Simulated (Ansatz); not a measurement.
An Ansatz (a quantum-chemistry and plane-wave program) run. Input:

Ansatz 0.2 input:
```yaml
crystal:
  lattice:
    - [2.8754629404, 0.0, 0.0]
    - [-1.4377314702, 2.4902239541, 0.0]
    - [0.0, 0.0, 4.7571739844]
  atoms:
    - { symbol: Au, position: [0.3333333333, 0.6666666667, 0.75] }
    - { symbol: Au, position: [0.6666666667, 0.3333333333, 0.25] }
kpoints:
  mp_grid: { grid: [16, 16, 9] }
hamiltonian:
  xc: pbesol
  pseudopotentials: { azcp: { folder: ./paw }, kind: paw }
scf:
  occupations: { method: fermi_dirac, width: 0.1 }
phonons:
  method: dfpt
  response_accuracy: low
  eigenvectors: true
  rigid_motions: translations
```

Output (shortened):

```
Pseudopotential: Au, paw, valence charge 19
Functional definition: PBEsol
Crystal: 2 atoms, lattice volume = 34.064 Å³
Basis set: ecut = 420 eV, 663 PW (Γ), exchange–correlation on 40×40×64 points (8 copies of the dense FFT grid, shifted against one another)
Bands: 23, of which v1, the nominal top of the filled ones, is band 19 counted from 1 (18 counted from 0)
Symmetry: 24 space group operations
k-points: 365 of 2304 (irreducible under 4 space group operations, time reversal used)
SCF iter   1: F=—  HF=-26018.320733 eV  |F-HF|=—  |Δ(HF+E_count)|=         —  Δρ=7.51e-2  dr2=2.12e0  ethr=3.10e-3  ⟨swp⟩=4.1  Hψ=30980  notcnv=0
preconditioner: auto → Kerker (q_TF=auto, 2.778 Å⁻¹)
SCF iter   2: F=—  HF=-26017.792834 eV  |F-HF|=—  |Δ(HF+E_count)|=   5.28e-1  Δρ=3.33e-2  dr2=4.04e-1  ethr=3.10e-3  ⟨swp⟩=2.9  Hψ=16534  notcnv=0  defer=4
SCF iter   3: F=—  HF=-26017.669956 eV  |F-HF|=—  |Δ(HF+E_count)|=   1.23e-1  Δρ=8.01e-3  dr2=1.27e-2  ethr=1.06e-3  ⟨swp⟩=2.0  Hψ=13611  notcnv=0  defer=4
SCF iter   4: F=—  HF=-26017.671560 eV  |F-HF|=—  |Δ(HF+E_count)|=   1.60e-3  Δρ=1.35e-3  dr2=3.42e-4  ethr=3.35e-5  ⟨swp⟩=2.2  Hψ=17006  notcnv=0  defer=4
SCF iter   5: F=—  HF=-26017.671629 eV  |F-HF|=—  |Δ(HF+E_count)|=   6.87e-5  Δρ=2.94e-4  dr2=3.10e-5  ethr=9.00e-7  ⟨swp⟩=2.0  Hψ=15318  notcnv=0  defer=4
SCF iter   6: F=—  HF=-26017.671625 eV  |F-HF|=—  |Δ(HF+E_count)|=   4.39e-6  Δρ=6.51e-5  dr2=1.36e-6  ethr=8.15e-8  ⟨swp⟩=2.1  Hψ=12018  notcnv=0  defer=4
SCF iter   7: F=—  HF=-26017.671626 eV  |F-HF|=—  |Δ(HF+E_count)|=   1.11e-6  Δρ=8.43e-6  dr2=2.08e-8  ethr=3.57e-9  ⟨swp⟩=2.8  Hψ=13298  notcnv=0  defer=4
SCF iter   8: F=—  HF=-26017.671626 eV  |F-HF|=—  |Δ(HF+E_count)|=   2.82e-9  Δρ=1.32e-6  dr2=4.76e-10  ethr=5.49e-11  ⟨swp⟩=2.4  Hψ=12072  notcnv=0  defer=4
SCF iter   9: F=-26017.671626 eV  HF=-26017.671626 eV  |F-HF|=7.28e-12  |Δ(HF+E_count)|=  5.09e-11  Δρ=1.66e-7  dr2=6.10e-12  ethr=1.00e-12  ⟨swp⟩=4.2  Hψ=40825  notcnv=0
SCF 1 converged in 9 iterations: F = -26017.671626 eV  dr2 = 6.10e-12
DFPT response loops at Γ: preconditioner auto → Kerker (q_TF=auto, 2.778 Å⁻¹) (partly filled bands, converged f_vac=0.000) …
SCF converged after 9 iterations
Free energy (F): -26017.671626 eV
Harris-Foulkes:  -26017.671626 eV  (|F-HF|=7.28e-12)
Internal energy: -26017.645562 eV  (E = F + TS)
E sigma→0 (E₀):  -26017.658594 eV
Entropy (-TS):   -0.026064 eV (-13.032 meV/atom)
Fermi energy:    20.364538 eV
--- Per-component energies (eV) ---
  E_band       = -423.203560
  E_kinetic    = 1155.576858
  E_local      = -3402.334546  (includes V_loc(G=0)·N_el)
  E_nonlocal   = 203.068567
  E_hartree    = 1469.382967
  E_xc         = -428.049828
  E_vxc        = -521.896089  (∫ρ·V_xc dr)
  E_paw        = -19180.765711  (= ΣΔE_a)
  E_vpaw       = -796.387536  (= ΣTr[D̂ρ^β])
  E_aug_tail   = 0.003330  (compensation charges beyond the density's cutoff)
  E_ewald      = -5835.146252
  E_core_change = 0.619054  (= ΣΔE_core)
  E_smearing   = -0.026064  (= −TS)
  E_closure    =  0.000000  (closes the sum)
  Σ components = -26017.671626   (vs F -26017.671626, Δ=0.00e0)
  [band-id]    e_kinetic+e_local+e_nonlocal+2·e_hartree+e_vxc+e_vpaw+e_augmentation_tail = -423.203484   (vs E_band -423.203560, Δ=7.58e-5)
--- Band table (eV; the first three rows and the last of 365) ---
  k-point 0: bands = ["-85.1840", "-85.1730", "-36.6059", "-36.4260", "-36.4260", "-36.3950", "-36.3950", "-36.3950", "10.4466", "12.9979", "15.6144", "15.8180", "15.8180", "16.1534", "16.1534", "16.7605", "16.7605", "18.2204", "18.2204", "19.2557", …
  k-point 1: bands = ["-85.1837", "-85.1733", "-36.5996", "-36.4250", "-36.4250", "-36.4014", "-36.3959", "-36.3959", "10.5524", "12.9944", "15.5856", "15.7869", "15.7869", "16.1185", "16.1185", "16.8487", "16.8487", "18.2066", "18.2066", "18.5969", …
  k-point 2: bands = ["-85.1827", "-85.1743", "-36.5815", "-36.4224", "-36.4224", "-36.4200", "-36.3986", "-36.3986", "10.8611", "12.9601", "15.5128", "15.7321", "15.7321", "16.0270", "16.0270", "17.0674", "17.0674", "17.4152", "18.1550", "18.1550", …
  k-point 364: bands = ["-85.1704", "-85.1698", "-36.5798", "-36.5773", "-36.5027", "-36.4970", "-36.4475", "-36.4391", "14.0586", "14.0841", "15.0262", "15.2397", "15.6432", "15.8888", "16.4753", "16.7735", "18.3360", "18.5987", "20.9901", "21.7057", …
--- Phonons (Γ-DFPT): 2 representative perturbations + reference, on 365 of 2304 k-points (Σ response iterations 6) ---
  ASR residual: 2.428e-4 → 0.000e0 eV/Å²; symmetrization residual: 2.539e-13 eV/Å²
  ASR residual per site (eV/Å²): 2.43e-4 2.43e-4
  Γ frequencies (cm⁻¹): 0.00 0.00 0.00 42.42 42.42 149.64
  non-analytic LO–TO correction: not included (Born effective charges unavailable; polar crystals: no LO–TO splitting at Γ)
```

Cost: roughly 40 core-seconds on shared cores.

Space group P6_3/mmc (hcp (Mg type)). The workflow started from an entry of the Crystallography Open Database (COD), which files this formula under 2 space groups. It is not the phase usual at ambient conditions (space group No. 225). The cell was relaxed with PBEsol under the symmetry of its start; of distortions, only those at the zone centre were tested. As this level gives no gap, phonon frequencies hold no LO–TO term and depend on the k-mesh and smearing (Fermi–Dirac, 0.1 eV here). Spin–orbit coupling is left out wherever it is not named.

Potentials: the earlier of the program's two PAW sets.

Ansatz is a plane-wave DFT program.
